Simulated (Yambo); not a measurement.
```
CsCdCl3
1.0
    5.26440     0.00000     0.00000
    0.00000     5.26440     0.00000
    0.00000     0.00000     5.26440
Cl Cd Cs
3 1 1
Direct
  0.00000   0.50000   0.50000
  0.50000   0.00000   0.50000
  0.50000   0.50000   0.00000
  0.50000   0.50000   0.50000
  0.00000   0.00000   0.00000
```

CsCdCl₃ (cubic perovskite, space group Pm-3m, No. 221): mean Im ε in 1 eV windows above the direct gap of 4.44 eV, for different electron-hole kernels (Yambo, broadening 0.15 eV, norm-conserving LDA (Quantum ESPRESSO, 102 Ry, no spin-orbit coupling) bands; 4×4×4 mesh, 17 valence and 7 conduction bands, static screening with 79 bands and a 3 Ry block, scissor 2.50 eV, Tamm-Dancoff; field along x).

| window (eV) | independent quasiparticles | BSE |
|---|---|---|
| 4.4 to 5.4 | 0.4 | 1.2 |
| 5.4 to 6.4 | 1.0 | 2.2 |
| 6.4 to 7.4 | 1.4 | 3.2 |
| 7.4 to 8.4 | 2.7 | 3.2 |
| 8.4 to 9.4 | 2.4 | 2.8 |
| 9.4 to 10.4 | 3.5 | 2.8 |

This run doesn't resolve bound excitons or single peaks, so only averages are given, and they too depend on the mesh; weight that the attraction moves below the gap isn't listed. All transitions below 11.00 eV are in the band window. The scissor comes from a G0W0 run whose convergence isn't established.

Spin-orbit splittings are left out. The cell is held in this high symmetry; tilts and polar distortions were not searched.

Geometry of the Materials Project entry, not relaxed at this level.
